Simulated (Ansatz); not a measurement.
TaSi2:
```xyz
9
Lattice="4.7814 0.0000 0.0000 -2.3907 4.1408 0.0000 0.0000 0.0000 6.5553" Properties=species:S:1:pos:R:3 pbc="T T T"
Ta    -1.1954     2.0704     1.0925
Ta     2.3907     0.0000     3.2776
Ta     1.1954     2.0704     5.4627
Si     2.3907     2.8308     3.2776
Si    -1.2562     3.4858     5.4627
Si     1.1345     0.6550     1.0925
Si     0.0000     1.3100     3.2776
Si     3.6469     0.6550     5.4627
Si     1.2562     3.4858     1.0925
```

Relaxed with r²SCAN. Special points in fractions of this cell's reciprocal vectors: Γ (0.000, 0.000, 0.000); M (0.500, 0.000, 0.000); K (0.333, 0.333, 0.000); A (0.000, 0.000, 0.500); L (0.500, 0.000, 0.500); H (0.333, 0.333, 0.500).

Question: List the band energies nearest the Fermi level at these points for DFT-r²SCAN in the program Ansatz with PAW potentials.

Answer: In eV from the Fermi level; about four levels below and three above (degenerate sets whole), none deeper than 8.9 eV; points with the same levels are listed once.

```tsv
k	below	above
Γ	-2.67 -2.67 -2.38 -2.38 -1.73	0.83 3.16 3.16
M	-1.17 -0.80 -0.15 -0.12	0.90 1.22 1.59
K	-2.10 -2.10 -1.91 -1.85 -1.85	0.32 0.32 0.55
A	-2.42 -2.33 -2.04 -2.04	1.23 1.23 2.78 2.78
L	-2.17 -1.97 -0.75 -0.35	1.62 2.07 2.63
H	-0.85 -0.85 -0.19 -0.19	1.01 1.67 1.67
```

Space group P6_222. The r²SCAN relaxation kept the symmetry of its start. No spin polarisation was allowed. Scalar-relativistic: spin–orbit coupling is off unless named, which matters more the heavier the elements.

Potentials: the earlier of the program's two PAW sets.
